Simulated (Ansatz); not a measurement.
Starting cell, Si (space group Ia-3):

```
CELL_PARAMETERS angstrom
     -6.56775     6.56775     6.56775
      0.00000     0.00000     6.56775
      0.00000     6.56775     0.00000
ATOMIC_POSITIONS crystal
  Si 0.89779 0.20442 0.20442
  Si 0.39779 0.20442 0.20442
  Si 0.10221 0.00000 0.29558
  Si 0.60221 0.00000 0.29558
  Si 0.89779 0.50000 0.00000
  Si 0.39779 0.50000 0.00000
  Si 0.60221 0.29558 0.50000
  Si 0.10221 0.29558 0.50000
  Si 0.60221 0.79558 0.79558
  Si 0.10221 0.79558 0.79558
  Si 0.89779 0.00000 0.70442
  Si 0.39779 0.00000 0.70442
  Si 0.10221 0.50000 0.00000
  Si 0.60221 0.50000 0.00000
  Si 0.39779 0.70442 0.50000
  Si 0.89779 0.70442 0.50000
```

The atoms are displaced by Q × the pattern below (from a DFPT mode at H = (0.5, 0.5, 0.5), largest move 1; Q in Å), at fixed cell. It is one choice among 2 degenerate patterns. (q is in reciprocal vectors of the primitive cell; the cell shown is doubled to hold the pattern.)

| atom | x | y | z |
|---|---|---|---|
| Si1 | -0.285 | -0.520 | 0.805 |
| Si2 | 0.285 | 0.520 | -0.805 |
| Si3 | -0.285 | -0.520 | -0.805 |
| Si4 | 0.285 | 0.520 | 0.805 |
| Si5 | 0.285 | -0.520 | 0.805 |
| Si6 | -0.285 | 0.520 | -0.805 |
| Si7 | -0.285 | 0.520 | 0.805 |
| Si8 | 0.285 | -0.520 | -0.805 |
| Si9 | 0.285 | 0.520 | -0.805 |
| Si10 | -0.285 | -0.520 | 0.805 |
| Si11 | -0.285 | -0.520 | -0.805 |
| Si12 | 0.285 | 0.520 | 0.805 |
| Si13 | 0.285 | -0.520 | 0.805 |
| Si14 | -0.285 | 0.520 | -0.805 |
| Si15 | -0.285 | 0.520 | 0.805 |
| Si16 | 0.285 | -0.520 | -0.805 |

All values below come from LDA (plane waves to 420 eV, PAW, scalar-relativistic; Ansatz, a program for electronic structure). k mesh 10×10×10 (Γ-centred), Fermi-Dirac smearing 0.05 eV. Energies are smeared free energies. With partly filled bands, energies and forces of such displacements shift with the k mesh and the smearing. Si was relaxed with its symmetry unable to fall. This is one of several known forms of Si; the measured ambient cells at hand have space group No. 227. ΔE is measured from the undisplaced structure. The last digit holds for this mesh only.

```tsv
Q (Å)	ΔE (meV/cell)
-0.180	483.6
-0.150	337.9
-0.120	217.3
-0.090	122.7
-0.060	withheld
-0.030	13.7
0.000	0.0
0.030	13.7
0.060	withheld
0.090	122.7
0.120	217.3
0.150	337.9
0.180	483.6
```

Problem. Fit an even polynomial form (powers 2, 4) to the given rows and predict ΔE at Q = 0.060.

Solution. Least squares on the 11 given rows: ΔE = (15220)·Q² + (-9169)·Q⁴, in meV/cell with Q in Å; root-mean-square residual 0.06 meV/cell. At 0.060 the fit gives 54.7 meV/cell; the calculation gives 54.7 meV/cell, the same to the digits shown. The quadratic term alone would give 54.8 meV/cell.

(For displaced atoms, the force is minus the slope of the energy, and its curvature is a force constant, which sets phonon frequencies.)
